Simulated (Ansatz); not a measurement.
Put HoSbTe3 in P4/mmm (No. 123): Ho on 1b; Sb on 1a; Te on 2h and 1d.

The calculation used Ansatz, DFT PBE, scalar-relativistic, plane waves, PAW, and for the lanthanide a 4f-in-core norm-conserving potential. Cutoff 690 eV, Γ-centred mesh, Gaussian smearing, no spin polarisation.

Formation energies are uncorrected and refer to the elements' standard structures at the same level.

Problem. Give the relaxed lattice parameters and positions.

Solution.

Space group P4/mmm (No. 123). a = 4.150 Å, b = 4.150 Å, c = 9.809 Å, α = 90.00°, β = 90.00°, γ = 90.00°
```csv
atom,site,symmetry,x,y,z
Ho,1b,4/mmm,0.0000,0.0000,0.5000
Sb,1a,4/mmm,0.0000,0.0000,0.0000
Te,2h,4mm,0.5000,0.5000,0.1625
Te,1d,4/mmm,0.5000,0.5000,0.5000
```

Ho has 4 Te at 2.93 Å; around Sb lie 8 Te at 3.34 Å; Te on a site of symmetry 4mm has 2 Te at 3.19–3.31 Å and 4 Sb at 3.34 Å; Te on a site of symmetry 4/mmm is surrounded by 4 Ho at 2.93 Å and 2 Te at 3.31 Å. Another local minimum with the same sites may exist.

Problem. Where does its energy lie, and is it a metal?

Solution. The formation energy is −0.10 eV/atom and the gap on the 10×10×4 mesh of the 5-atom cell is 0 eV (a metal). Whether it is stable depends on the other phases of the system, which aren't compared here.

The last run used Gaussian smearing of 0.10 eV. These runs have no spin–orbit coupling, which can matter for Sb and Te. The reference form of Te is held partly by dispersion forces, which this level lacks. Symmetry constrained the relaxation, so the result can be a saddle point.

The lanthanide is trivalent by construction, without f bands, f moments or other valences. The reference runs of the other elements, and any phases without the lanthanide, used 420 eV, which shifts energies against them by under 10 meV/atom. The lanthanide's reference is the lowest of its hcp, dhcp and fcc cells.
